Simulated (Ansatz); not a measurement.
Sb:
```cif
data_Sb8
_chemical_formula_sum 'Sb8'
_space_group_name_H-M_alt 'I4132'
_space_group_IT_number 214
_space_group_name_Hall 'I 4bd 2c 3'
_cell_length_a 8.00805
_cell_length_b 8.00805
_cell_length_c 8.00805
_cell_angle_alpha 90.000
_cell_angle_beta 90.000
_cell_angle_gamma 90.000
loop_
_atom_site_label
_atom_site_type_symbol
_atom_site_symmetry_multiplicity
_atom_site_Wyckoff_symbol
_atom_site_fract_x
_atom_site_fract_y
_atom_site_fract_z
_atom_site_occupancy
Sb1 Sb 8 a 0.12500 0.12500 0.12500 1
```
(The calculation used a cell of 4 atoms; values per cell refer to that cell.)

Relaxed with r²SCAN.

### Question
Tabulate the valence density and the electron localisation function along the shortest Sb–Sb contact (2.83 Å), r²SCAN (plane waves, PAW; program Ansatz).

### Answer


| distance from Sb (Å) | density (e/Å³) | ELF |
|---|---|---|
| 0.28 | 14.37 | 0.00 |
| 0.42 | 8.07 | 0.02 |
| 0.57 | 3.83 | 0.10 |
| 0.71 | 1.74 | 0.23 |
| 0.85 | 0.92 | 0.32 |
| 0.99 | 0.60 | 0.37 |
| 1.13 | 0.46 | 0.45 |
| 1.27 | 0.39 | 0.55 |
| 1.42 | 0.37 | 0.59 |
| 1.56 | 0.39 | 0.55 |
| 1.70 | 0.46 | 0.45 |
| 1.84 | 0.60 | 0.37 |
| 1.98 | 0.92 | 0.32 |
| 2.12 | 1.74 | 0.23 |
| 2.27 | 3.83 | 0.10 |
| 2.41 | 8.07 | 0.02 |
| 2.55 | 14.37 | 0.00 |

The density is the valence pseudo-density with augmentation charge, so density and ELF within about 1 Å of a nucleus are not all-electron values.

Space group I4_132. The start of the workflow was typed in or built on a structure type; neither database checked (COD, Materials Project) lists it. It is not the phase usual at ambient conditions (space group No. 166). The cell was relaxed with r²SCAN under the symmetry of its start; its stability against distortions is not shown here. The volume moved by 66 % from the start of the relaxation. Scalar-relativistic: spin–orbit coupling is off unless named, which matters more the heavier the elements.

Potentials: the later of the program's two PAW sets.
